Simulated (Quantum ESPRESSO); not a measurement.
## ZrLi2Al2Sc2Sn (one run as intended and one with a planted mistake)

Simulated, not a measurement. The program is pw.x of Quantum ESPRESSO 7.5 (plane-wave density functional theory). The cell is made up: eight metal atoms on a face-centred cubic lattice, with elements, volume, strain and displacements drawn at random and not relaxed, so it may be unstable or far from any real phase. PseudoDojo standard norm-conserving files set the functional (PBE unless stated); there is no spin polarisation or spin-orbit coupling, the Fermi-Dirac width of 0.25 eV means electrons at about 2900 K, and the masses in the input are unused placeholders. The tin pseudopotential is less sure than most, with forces differing by about three percent from a second method on plain tin. A spin test at this wide smearing found no moment, but such smearing suppresses magnetism that the real alloy may have.

Intended input:

```
&control calculation='scf', pseudo_dir='./dojo.nc.sr.pbe.v0_5.standard.upf', outdir='./o', disk_io='minimal', tprnfor=.true., tstress=.true. /
&system ibrav=0, nat=8, ntyp=5, nbnd=43, ecutwfc=77.98206166, nosym=.true., tot_charge=0,
 occupations='smearing', smearing='fd', degauss=0.0183746611
/
&electrons conv_thr=1.470e-08, electron_maxstep=70, mixing_beta=0.5 /
ATOMIC_SPECIES
Al 1.0 Al.upf
Li 1.0 Li.upf
Sc 1.0 Sc.upf
Sn 1.0 Sn.upf
Zr 1.0 Zr.upf
CELL_PARAMETERS angstrom
0.068 4.2852 4.3054
4.3299 0.0017 4.3717
4.2956 4.3171 0.036
ATOMIC_POSITIONS angstrom
Zr 0.0437 -0.0574 0.0813
Li 2.187 2.1971 0.0584
Al 2.1733 0.0284 2.1726
Sc 4.3534 2.176 2.2074
Al 0.0055 2.1851 2.1169
Sn 2.1342 4.3062 2.1769
Sc 2.1715 2.1481 4.3345
Li 4.3451 4.3284 4.3185
K_POINTS automatic
6 6 6 1 1 1
```

The log is shortened where brackets say so; the opening notice, blank lines, dates and the lines on written files are dropped, and the path of the files is cut. It prints rydbergs, bohrs and kilobars, and counts compression as positive stress. Its total energy is the free energy E - TS of the whole cell.

Log of the intended run:

```
     Program PWSCF v.7.5
     Parallel version (MPI & OpenMP), running on       4 processor cores
     Number of MPI processes:                 4
     Threads/MPI process:                     1
     [start-up lines left out]
     bravais-lattice index     =            0
     lattice parameter (alat)  =      11.4798  a.u.
     unit-cell volume          =    1072.7726 (a.u.)^3
     number of atoms/cell      =            8
     number of atomic types    =            5
     number of electrons       =        60.00
     number of Kohn-Sham states=           43
     kinetic-energy cutoff     =      77.9821  Ry
     charge density cutoff     =     311.9282  Ry
     scf convergence threshold =      1.5E-08
     mixing beta               =       0.5000
     number of iterations used =            8  plain     mixing
     Exchange-correlation= PBE
                           (   1   4   3   4   0   0   0)
     [axes and pseudopotential details left out]
   Cartesian axes
     site n.     atom                  positions (alat units)
         1        Zr     tau(   1) = (   0.0071936  -0.0094488   0.0133830  )
         2        Li     tau(   2) = (   0.3600078   0.3616704   0.0096134  )
         3        Al     tau(   3) = (   0.3577526   0.0046750   0.3576373  )
         4        Sc     tau(   4) = (   0.7166245   0.3581970   0.3633659  )
         5        Al     tau(   5) = (   0.0009054   0.3596950   0.3484684  )
         6        Sn     tau(   6) = (   0.3513162   0.7088548   0.3583452  )
         7        Sc     tau(   7) = (   0.3574563   0.3536043   0.7135133  )
         8        Li     tau(   8) = (   0.7152582   0.7125092   0.7108795  )
     number of k points=   108  Fermi-Dirac smearing, width (Ry)=  0.0184
     Number of k-points >= 100: set verbosity='high' to print them.
     Dense  grid:    99833 G-vectors     FFT dimensions: (  72,  72,  72)
     Estimated max dynamical RAM per process >     372.37 MB
     Estimated total dynamical RAM >       1.38 GB
     Initial potential from superposition of free atoms
     starting charge      59.9768, renormalised to      60.0000
     Starting wfcs are   51 randomized atomic wfcs
     total cpu time spent up to now is        6.7 secs
     per-process dynamical memory:   321.5 Mb
     Self-consistent Calculation
     iteration #  1     ecut=    77.98 Ry     beta= 0.50
     Davidson diagonalization with overlap
     ethr =  1.00E-02,  avg # of iterations =  3.3
     Threshold (ethr) on eigenvalues was too large:
     Diagonalizing with lowered threshold
     Davidson diagonalization with overlap
     ethr =  2.94E-04,  avg # of iterations =  6.3
     total cpu time spent up to now is       34.7 secs
     total energy              =    -490.64068895 Ry
     estimated scf accuracy    <       0.17184677 Ry
     iteration #  2     ecut=    77.98 Ry     beta= 0.50
     Davidson diagonalization with overlap
     ethr =  2.86E-04,  avg # of iterations =  3.7
     total cpu time spent up to now is       48.2 secs
     total energy              =    -490.64605318 Ry
     estimated scf accuracy    <       0.26674137 Ry
     [iterations 3 to 9 left out]
     iteration # 10     ecut=    77.98 Ry     beta= 0.50
     Davidson diagonalization with overlap
     ethr =  1.36E-09,  avg # of iterations =  5.9
     total cpu time spent up to now is      152.0 secs
     total energy              =    -490.69187987 Ry
     estimated scf accuracy    <       0.00000054 Ry
     iteration # 11     ecut=    77.98 Ry     beta= 0.50
     Davidson diagonalization with overlap
     ethr =  8.96E-10,  avg # of iterations =  2.0
     total cpu time spent up to now is      163.2 secs
     End of self-consistent calculation
     [lines on levels left out]
!    total energy              =    -490.69187993 Ry
     estimated scf accuracy    <          9.6E-09 Ry
     smearing contrib. (-TS)   =      -0.09178671 Ry
     internal energy E=F+TS    =    -490.60009321 Ry
     The total energy is F=E-TS. E is the sum of the following terms:
     one-electron contribution =    -222.44630728 Ry
     hartree contribution      =     128.73483596 Ry
     xc contribution           =    -107.71748440 Ry
     ewald contribution        =    -289.17113749 Ry
     convergence has been achieved in  11 iterations
     Forces acting on atoms (cartesian axes, Ry/au):
     atom    1 type  5   force =    -0.01360186    0.02655914   -0.01671172
     atom    2 type  2   force =    -0.00415011   -0.00473122   -0.00252611
     atom    3 type  1   force =     0.00494733   -0.00192509    0.00341098
     atom    4 type  3   force =    -0.00960476   -0.00651317    0.01723908
     atom    5 type  1   force =    -0.00043157   -0.00268934    0.00393693
     atom    6 type  4   force =     0.01086629   -0.00283420   -0.00113271
     atom    7 type  3   force =     0.01488891   -0.00972353   -0.00423415
     atom    8 type  2   force =    -0.00291424    0.00185740    0.00001771
     Total force =     0.046731     Total SCF correction =     0.000144
     Computing stress (Cartesian axis) and pressure
          total   stress  (Ry/bohr**3)                   (kbar)     P=       18.42
   0.00018189   0.00004844  -0.00015565           26.76        7.13      -22.90
   0.00004844   0.00014422  -0.00003371            7.13       21.22       -4.96
  -0.00015565  -0.00003371   0.00004954          -22.90       -4.96        7.29
     init_run     :      6.32s CPU      6.55s WALL (       1 calls)
     electrons    :    155.74s CPU    156.56s WALL (       1 calls)
     forces       :      1.79s CPU      1.82s WALL (       1 calls)
     stress       :      6.31s CPU      6.34s WALL (       1 calls)
     [timing details left out]
     PWSCF        :   2m50.26s CPU   2m51.44s WALL
     JOB DONE.
```

A second run has one planted mistake: one coordinate of one atom is wrong. The input lines that differ:

```
- Zr 0.0437 -0.0574 0.0813
+ Zr 0.0437 -0.0574 -0.0187
```

Its log:

```
     Program PWSCF v.7.5
     Parallel version (MPI & OpenMP), running on       4 processor cores
     Number of MPI processes:                 4
     Threads/MPI process:                     1
     [start-up lines left out]
     bravais-lattice index     =            0
     lattice parameter (alat)  =      11.4798  a.u.
     unit-cell volume          =    1072.7726 (a.u.)^3
     number of atoms/cell      =            8
     number of atomic types    =            5
     number of electrons       =        60.00
     number of Kohn-Sham states=           43
     kinetic-energy cutoff     =      77.9821  Ry
     charge density cutoff     =     311.9282  Ry
     scf convergence threshold =      1.5E-08
     mixing beta               =       0.5000
     number of iterations used =            8  plain     mixing
     Exchange-correlation= PBE
                           (   1   4   3   4   0   0   0)
     [axes and pseudopotential details left out]
   Cartesian axes
     site n.     atom                  positions (alat units)
         1        Zr     tau(   1) = (   0.0071936  -0.0094488  -0.0030783  )
         2        Li     tau(   2) = (   0.3600078   0.3616704   0.0096134  )
         3        Al     tau(   3) = (   0.3577526   0.0046750   0.3576373  )
         4        Sc     tau(   4) = (   0.7166245   0.3581970   0.3633659  )
         5        Al     tau(   5) = (   0.0009054   0.3596950   0.3484684  )
         6        Sn     tau(   6) = (   0.3513162   0.7088548   0.3583452  )
         7        Sc     tau(   7) = (   0.3574563   0.3536043   0.7135133  )
         8        Li     tau(   8) = (   0.7152582   0.7125092   0.7108795  )
     number of k points=   108  Fermi-Dirac smearing, width (Ry)=  0.0184
     Number of k-points >= 100: set verbosity='high' to print them.
     Dense  grid:    99833 G-vectors     FFT dimensions: (  72,  72,  72)
     Estimated max dynamical RAM per process >     372.37 MB
     Estimated total dynamical RAM >       1.38 GB
     Initial potential from superposition of free atoms
     starting charge      59.9768, renormalised to      60.0000
     Starting wfcs are   51 randomized atomic wfcs
     total cpu time spent up to now is       11.3 secs
     per-process dynamical memory:   321.7 Mb
     Self-consistent Calculation
     iteration #  1     ecut=    77.98 Ry     beta= 0.50
     Davidson diagonalization with overlap
     ethr =  1.00E-02,  avg # of iterations =  3.2
     Threshold (ethr) on eigenvalues was too large:
     Diagonalizing with lowered threshold
     Davidson diagonalization with overlap
     ethr =  2.88E-04,  avg # of iterations =  6.4
     total cpu time spent up to now is       66.4 secs
     total energy              =    -490.64303641 Ry
     estimated scf accuracy    <       0.16810006 Ry
     iteration #  2     ecut=    77.98 Ry     beta= 0.50
     Davidson diagonalization with overlap
     ethr =  2.80E-04,  avg # of iterations =  3.7
     total cpu time spent up to now is       92.0 secs
     total energy              =    -490.64603184 Ry
     estimated scf accuracy    <       0.26881714 Ry
     [iterations 3 to 9 left out]
     iteration # 10     ecut=    77.98 Ry     beta= 0.50
     Davidson diagonalization with overlap
     ethr =  1.03E-09,  avg # of iterations =  6.0
     total cpu time spent up to now is      292.1 secs
     total energy              =    -490.69251114 Ry
     estimated scf accuracy    <       0.00000048 Ry
     iteration # 11     ecut=    77.98 Ry     beta= 0.50
     Davidson diagonalization with overlap
     ethr =  7.98E-10,  avg # of iterations =  2.0
     total cpu time spent up to now is      314.1 secs
     End of self-consistent calculation
     [lines on levels left out]
!    total energy              =    -490.69251119 Ry
     estimated scf accuracy    <       0.00000001 Ry
     smearing contrib. (-TS)   =      -0.09159286 Ry
     internal energy E=F+TS    =    -490.60091832 Ry
     The total energy is F=E-TS. E is the sum of the following terms:
     one-electron contribution =    -222.48184949 Ry
     hartree contribution      =     128.74890527 Ry
     xc contribution           =    -107.71651125 Ry
     ewald contribution        =    -289.15146287 Ry
     convergence has been achieved in  11 iterations
     Forces acting on atoms (cartesian axes, Ry/au):
     atom    1 type  5   force =    -0.01915119    0.02411565    0.01017300
     atom    2 type  2   force =    -0.00424298   -0.00440975   -0.00310383
     atom    3 type  1   force =     0.00124522   -0.00187054   -0.00041564
     atom    4 type  3   force =    -0.00833150   -0.00027954    0.01174035
     atom    5 type  1   force =    -0.00072072   -0.00811417   -0.00187791
     atom    6 type  4   force =     0.02112233   -0.00213719   -0.01088983
     atom    7 type  3   force =     0.01277646   -0.00882655   -0.00686552
     atom    8 type  2   force =    -0.00269762    0.00152209    0.00123938
     Total force =     0.047435     Total SCF correction =     0.000253
     Computing stress (Cartesian axis) and pressure
          total   stress  (Ry/bohr**3)                   (kbar)     P=       18.58
   0.00018320   0.00005108  -0.00016607           26.95        7.51      -24.43
   0.00005108   0.00013883  -0.00003102            7.51       20.42       -4.56
  -0.00016607  -0.00003102   0.00005695          -24.43       -4.56        8.38
     init_run     :     10.06s CPU     10.76s WALL (       1 calls)
     electrons    :    297.72s CPU    302.82s WALL (       1 calls)
     forces       :      3.30s CPU      3.37s WALL (       1 calls)
     stress       :      9.62s CPU      9.66s WALL (       1 calls)
     [timing details left out]
     PWSCF        :   5m21.27s CPU   5m27.27s WALL
     JOB DONE.
```

|  | intended run | run with the mistake |
| --- | --- | --- |
| free energy (eV) | -6676.203 | -6676.212 |
| entropy term -TS, part of it (eV) | -1.249 | -1.246 |
| pressure (GPa) | 1.84 | 1.86 |
| size of the largest force component (eV/Å) | 0.683 | 0.620 |
| largest change of a force component (eV/Å) |  | 0.691 |
| iterations | 11 | 11 |

For scale, a rerun of the intended cell at a higher cutoff and on a denser mesh moved values by no more than 0.003 eV in energy, 0.02 GPa in stress and 0.003 eV/Å in force, and a second program with other atomic files agreed on that cell to 2 % rms in force and 0.5 GPa in pressure.